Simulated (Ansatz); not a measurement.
Ti (dhcp): energy against volume

All numbers below come from Ansatz, DFT, LDA (PW92), plane waves (420 eV) with PAW, scalar-relativistic. (PAW data from PBE, frozen cores regenerated.)

The cell is scaled uniformly from the relaxed one, with fractional coordinates and shape fixed. Energies are extrapolated to zero smearing, pressures are those at the given smearing. Magnetic state: spin not included.

A Birch-Murnaghan fit gives V₀ = 16.16 Å³/atom, B₀ = 124 GPa, B₀′ = 3.3.

Problem. What are the energy above the minimum and the pressure at 15.533 Å³/atom?

Solution. 9.9 meV/atom and 5.40 GPa as computed.

Problem. What are the energy above the minimum and the pressure at 16.827 Å³/atom?

Solution. 10.1 meV/atom and -4.53 GPa as computed.

Problem. What are the energy above the minimum and the pressure at 18.121 Å³/atom?

Solution. 78.1 meV/atom and -11.49 GPa as computed.
